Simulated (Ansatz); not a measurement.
Consider the following.

C:
```
CELL_PARAMETERS angstrom
      2.50538     0.00000     0.00000
     -1.25269     2.16972     0.00000
      0.00000     0.00000     8.26459
ATOMIC_POSITIONS crystal
  C  0.00000 0.00000 0.59295
  C  0.00000 0.00000 0.40705
  C  0.00000 0.00000 0.09295
  C  0.00000 0.00000 0.90705
  C  0.33333 0.66667 0.34446
  C  0.66667 0.33333 0.65554
  C  0.66667 0.33333 0.84446
  C  0.33333 0.66667 0.15554
```

This is the PBEsol-relaxed structure. Cartesian axes are those of the cell as given.

All from plane-wave PAW PBEsol (Ansatz code), unless another level is named. Predict the HSE06 gap on the PBEsol cell.

5.73 eV.

And the hole effective mass, band 1 of 2 at the edge?

0.77 along x, 0.68 along z (mₑ).

Space group P6_3/mmc. The workflow started from a Materials Project entry (that database holds measured and hypothetical structures alike). Its sites differ from those of the usual phase in this space group: another stacking or structure type. The cell was relaxed with PBEsol under the symmetry of its start; whether a distortion lowers the energy is not shown.

Potentials: the later of the program's two PAW sets.
